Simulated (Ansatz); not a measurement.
Here is an unrelaxed guess for HfPdSe₂.

```xyz
4
Lattice="3.6491 0.0000 0.0000 -1.8246 3.1603 0.0000 0.0000 0.0000 6.6263" Properties=species:S:1:pos:R:3 pbc="T T T"
Hf    0.0000    0.0000    3.3131
Pd    0.0000    0.0000    0.0000
Se    0.0000    2.1068    1.5572
Se    1.8246    1.0534    5.0691
```

These are results of DFT PBE, scalar-relativistic, plane waves, PAW (Ansatz 0.2.0), not measurements. Settings: cutoff 420 eV, Γ-centred mesh 6×6×4 on the computed 4-atom cell, Gaussian smearing of 0.10 eV; no spin polarisation.

The zero of energy is the elements' standard structures at the same level; no fitted shifts are applied.

Q: How far from equilibrium is it?

A: The pressure is 2.6 GPa (the mean over three directions, positive in compression), the largest force is 1.24 eV/Å, and the energy is −0.78 eV/atom against the elements. The shortest distance is 2.62 Å.

Q: Is it a good guess?

A: A good one: relaxing gains under 0.1 eV/atom (the start's value is from the coarse mesh, so the gain is rough) in 9 ionic steps and ends at −0.84 eV/atom on the finer mesh. The symmetry stays P-3m1 (No. 164). The volume per atom grows by 4.6 %, from 19.1 to 20.0 Å³. The shortest distance goes from 2.62 Å (Pd–Se) to 2.71 Å (Hf–Se). Conventional cell: a = 3.798 Å, c = 6.397 Å. Hf is surrounded by 6 Se at 2.71 Å and 2 Pd at 3.20 Å; Pd is surrounded by 6 Se at 2.72 Å and 2 Hf at 3.20 Å; Se is surrounded by 3 Hf at 2.71 Å and 3 Pd at 2.72 Å.

The last run used a 12×12×8 mesh (in the run's order of axes) for its 4-atom cell and Gaussian smearing of 0.10 eV. These runs have no spin–orbit coupling, which can matter for Hf. The reference form of Se is held partly by dispersion forces, which this level lacks. The relaxation can't lower the symmetry of the start, and the grade says only how near the guess is to its own end. A structure relaxed within its symmetry needn't be a true minimum.
